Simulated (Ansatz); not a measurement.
Simulated powder pattern, Mo Kα, λ = 0.71073 Å (kinematic, ideal powder, no thermal factors, no anomalous dispersion; the 30 strongest lines at most, above 1 %, up to 2θ = 45°):

```json
[
 {"2θ (°)": "11.26", "I/Imax (%)": "100"},
 {"2θ (°)": "18.43", "I/Imax (%)": "85"},
 {"2θ (°)": "21.65", "I/Imax (%)": "55"},
 {"2θ (°)": "26.18", "I/Imax (%)": "16"},
 {"2θ (°)": "28.58", "I/Imax (%)": "24"},
 {"2θ (°)": "32.21", "I/Imax (%)": "33"},
 {"2θ (°)": "34.22", "I/Imax (%)": "18"},
 {"2θ (°)": "37.36", "I/Imax (%)": "10"},
 {"2θ (°)": "39.14", "I/Imax (%)": "18"},
 {"2θ (°)": "41.97", "I/Imax (%)": "14"},
 {"2θ (°)": "43.59", "I/Imax (%)": "6.1"}
]
```

The pattern belongs to a structure relaxed with plane-wave PAW PBE (Ansatz code).

Task: Which of these materials gives this?
(A) ZrN, rock salt
(B) Zr, diamond
(C) C, diamond
(D) Nb, diamond

Result: B, Zr, diamond

Task: Give the lattice parameters.

Result: a = 6.276 Å.

Space group Fd-3m (diamond). The start of the workflow was typed in or built on a structure type; neither database checked (COD, Materials Project) lists it. It is not the phase usual at ambient conditions (space group No. 194). The cell was relaxed with PBE under the symmetry of its start; whether a distortion lowers the energy is not shown. The run is not spin-polarised. The volume moved by -16 % from the start of the relaxation.

Potentials: the later of the program's two PAW sets.
